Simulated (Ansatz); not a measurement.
Relaxed-ion elastic tensor of Rb₂ScAgF₆ in space group Fm-3m (No. 225; Rb on 8c, Sc on 4a, Ag on 4b, F on 24e) in GPa (Voigt order), LDA in the plane-wave PAW code Ansatz; density 4.57 g/cm³, 15.91 Å³ per atom.

|  | 1 | 2 | 3 | 4 | 5 | 6 |
|---|---|---|---|---|---|---|
| 1 | 99.8 | 45.3 | 45.3 | 0.0 | 0.0 | 0.0 |
| 2 | 45.3 | 99.8 | 45.3 | 0.0 | 0.0 | 0.0 |
| 3 | 45.3 | 45.3 | 99.8 | 0.0 | 0.0 | 0.0 |
| 4 | 0.0 | 0.0 | 0.0 | 9.6 | 0.0 | 0.0 |
| 5 | 0.0 | 0.0 | 0.0 | 0.0 | 9.6 | 0.0 |
| 6 | 0.0 | 0.0 | 0.0 | 0.0 | 0.0 | 9.6 |

**Question.** Is the crystal mechanically stable?

**Answer.** Yes: the smallest eigenvalue of C is 9.6 GPa.

**Question.** Work out the Voigt, Reuss and Hill averages.

**Answer.** K_V = 63.5, K_R = 63.5, K_H = 63.5; G_V = 16.7, G_R = 12.9, G_H = 14.8 GPa.

**Question.** Give Young's modulus, Poisson's ratio, Pugh's ratio and the universal anisotropy index.

**Answer.** E = 9KG/(3K + G) = 41.2 GPa; ν = 0.39; K/G = 4.29 (ductile by the Pugh limit of 1.75); A_U = 5G_V/G_R + K_V/K_R − 6 = 1.43.

**Question.** Estimate the sound speeds and the Debye temperature.

**Answer.** v_l = √((K + 4G/3)/ρ) = 4270 m/s, v_t = √(G/ρ) = 1800 m/s, mean 2040 m/s; Θ = (h/k)(3n/4πV)^(1/3) v_m = 241 K.

**Question.** Give the Zener ratio and Young's modulus along [100], [110] and [111].

**Answer.** A = 2C44/(C11 − C12) = 0.35; 1/E = S11 − 2(S11 − S12 − S44/2)Γ with Γ = 0, 1/4, 1/3 gives 71.5, 32.4, 27.4 GPa.

**Question.** Solve the Christoffel equation for the three sound speeds along [100], [110], [111].

**Answer.** Eigenvalues of C_ijkl n_j n_l equal ρv². In km/s, slowest first: [100] 1.45, 1.45, 4.67; [110] 1.45, 2.44, 4.24; [111] 2.16, 2.16, 4.09.

The workflow started from a Materials Project entry (that database holds measured and hypothetical structures alike); the Crystallography Open Database copy checked does not list it. Whether it is the stable phase at ambient conditions was not checked. Symmetry was held in the LDA relaxation. At this level the phase is dynamically unstable (imaginary phonons). The run is not spin-polarised.

Potentials: the later of the program's two PAW sets.
